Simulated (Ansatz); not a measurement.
Ta₂O₅:
```
Ta2O5
1.0
    6.19562     0.00000     0.00000
    0.00000     7.32563     0.00000
    0.00000     0.00000     3.78672
Ta O
4 10
Direct
  0.77596   0.61968   0.00000
  0.72404   0.11968   0.00000
  0.22404   0.38032   0.00000
  0.27596   0.88032   0.00000
  0.80174   0.65819   0.50000
  0.69826   0.15819   0.50000
  0.19826   0.34181   0.50000
  0.30174   0.84181   0.50000
  0.50000   0.50000   0.00000
  0.88948   0.36034   0.00000
  0.00000   0.00000   0.00000
  0.38948   0.13966   0.00000
  0.61052   0.86034   0.00000
  0.11052   0.63966   0.00000
```

Relaxed with PBEsol. Special points in fractions of this cell's reciprocal vectors: Γ (0.000, 0.000, 0.000); X (0.500, 0.000, 0.000); S (0.500, 0.500, 0.000); Y (0.000, 0.500, 0.000); Z (0.000, 0.000, 0.500); U (0.500, 0.000, 0.500); R (0.500, 0.500, 0.500); T (0.000, 0.500, 0.500).

Q: List the band energies nearest the valence-band maximum at these points for DFT-PBEsol with spin–orbit coupling in the program Ansatz with PAW potentials.

A: In eV from the valence-band maximum; about four levels below and three above (degenerate sets whole), none deeper than 8.9 eV; points with the same levels are listed once.

```tsv
k	below	above
Γ	-0.94 -0.94 -0.79 -0.79	2.43 2.43 2.51 2.51
X	-1.06 -1.06 -1.06 -1.06	2.50 2.50 2.50 2.50
S	-0.96 -0.96 -0.96 -0.96	3.04 3.04 3.04 3.04
Y	-0.86 -0.86 -0.86 -0.86	2.48 2.48 2.48 2.48
Z	-0.54 -0.54 0.00 0.00	2.13 2.13 3.10 3.10
U	-0.26 -0.26 -0.26 -0.26	3.18 3.18 3.18 3.18
R	-0.48 -0.48 -0.48 -0.48	3.15 3.15 3.15 3.15
T	-0.26 -0.26 -0.26 -0.26	3.40 3.40 3.40 3.40
```

Space group Pbam. The first step of the workflow began from a Materials Project structure, measured or hypothetical; the Crystallography Open Database copy checked does not list it. COD files the formula under space group No. 49. Whether it is the stable phase at ambient conditions was not checked. The PBEsol relaxation kept the symmetry of its start; its stability against distortions is not shown here. The run is not spin-polarised.

Potentials: the later of the program's two PAW sets.
